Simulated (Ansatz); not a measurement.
W (bcc, W type)

```xyz
2
Lattice="-3.1693 3.1693 3.1693 1.5846 -1.5846 1.5846 1.5846 1.5846 -1.5846" Properties=species:S:1:pos:R:3 pbc="T T T"
W      0.0000     0.0000     0.0000
W     -1.5846     1.5846     1.5846
```

In this cell atom 2 (W, nearest neighbour W at 2.745 Å; its periodic images, 2.7 Å or more away, move with it) is moved by s along Cartesian x, unit vector (1.000, 0.000, 0.000); all other atoms and the cell stay fixed.

The numbers are results of r2SCAN (plane waves to 500 eV, PAW, scalar-relativistic; Ansatz, a first-principles code), not measurements. k mesh 17×17×17 (Γ-centred), Fermi-Dirac smearing 0.05 eV. The energy includes the smearing's −TS. With partly filled bands, energies and forces of such displacements shift with the k mesh and the smearing. On this mesh the relaxed cell isn't quite at rest: it carries a pressure of -0.1 GPa (compression positive) at the zero of the scan. Spin-orbit coupling is left out, though W is heavy. W is run without spin polarisation. W was relaxed with its symmetry unable to fall. The zero of ΔE is the undisplaced structure. The last digit holds for this mesh only.

```csv
s (Å),ΔE (meV/cell)
-0.270,243.2
-0.216,withheld
-0.162,81.8
-0.108,35.2
-0.054,8.6
0.000,0.0
0.054,8.6
0.108,35.2
0.162,81.8
0.216,withheld
0.270,243.2
```

Task: Fit an even polynomial form (powers 2, 4, 6) to the given rows and predict ΔE at s = -0.216.

Result: Least squares on the 9 given rows: ΔE = (2928)·s² + (8118)·s⁴ + (-34500)·s⁶, in meV/cell with s in Å; root-mean-square residual 0.01 meV/cell. At -0.216 the fit gives 150.8 meV/cell; the calculation gives 150.4 meV/cell, so the interpolation is off by 0.4 (+0.3 %). The quadratic term alone would give 136.6 meV/cell.

(A displaced cell: forces are minus the slopes of the energy, force constants its curvatures, and phonons follow from these.)
